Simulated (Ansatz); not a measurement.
HfSiSe (space group P4/nmm)

```
CELL_PARAMETERS angstrom
      3.55189     0.00000     0.00000
      0.00000     3.55189     0.00000
      0.00000     0.00000     8.17422
ATOMIC_POSITIONS crystal
  Hf 0.00000 0.50000 0.74369
  Hf 0.50000 0.00000 0.25631
  Si 0.00000 0.00000 0.00000
  Si 0.50000 0.50000 0.00000
  Se 0.50000 0.00000 0.62057
  Se 0.00000 0.50000 0.37943
```

The slice is a (0 -1 1) plane (indices of the conventional cell) through the point (0.500, 0.000, 0.621) (fractional), spanned by u = [100] and v = [011] in vectors of this cell: u (3.55 Å) and v (8.91 Å, at 90° to u). It covers one period; positions are fractions (u, v).

The numbers are results of LDA (plane waves to 420 eV, PAW, scalar-relativistic; Ansatz, a program for electronic structure), not measurements. k mesh 13×13×6. These are valence fields of a PAW run, semicore shells included where kept as valence: close to a nucleus they are smooth pseudo fields. HfSiSe is run without spin polarisation. HfSiSe was relaxed with its symmetry unable to fall. Spin-orbit coupling is left out, though Hf is heavy.

Question: Predict the map of the electrostatic potential energy of an electron, from the cell's mean on the slice.

Answer: 
```tsv
v \ u	0.00	0.15	0.31	0.46	0.62	0.77	0.92
0.94	x	x	6.1	9.7	8.8	x	x
0.84	7.5	8.3	8.9	8.5	8.7	8.8	7.7
0.75	3.0	4.5	2.4	x	x	4.6	3.5
0.66	<2.0	4.1	4.4	<2.0	<2.0	5.1	2.5
0.56	7.8	8.6	9.7	9.9	9.9	9.3	8.1
0.47	x	x	7.4	9.8	9.2	3.6	x
0.38	x	x	4.2	7.1	6.7	x	x
0.28	4.0	6.1	6.9	4.9	5.9	7.1	4.7
0.19	9.7	8.9	5.7	2.2	3.6	7.6	9.5
0.09	x	x	6.3	6.1	6.5	4.1	x
0.00	x	x	2.4	8.9	7.6	x	x
```

Values: electrostatic potential energy of an electron, from the cell's mean, in eV. Points within 1 Å of a nucleus are blanked (x), as the pseudised field means little there. Values under 2 eV are set to 2. The zero, the cell's mean, hangs on the PAW cores.
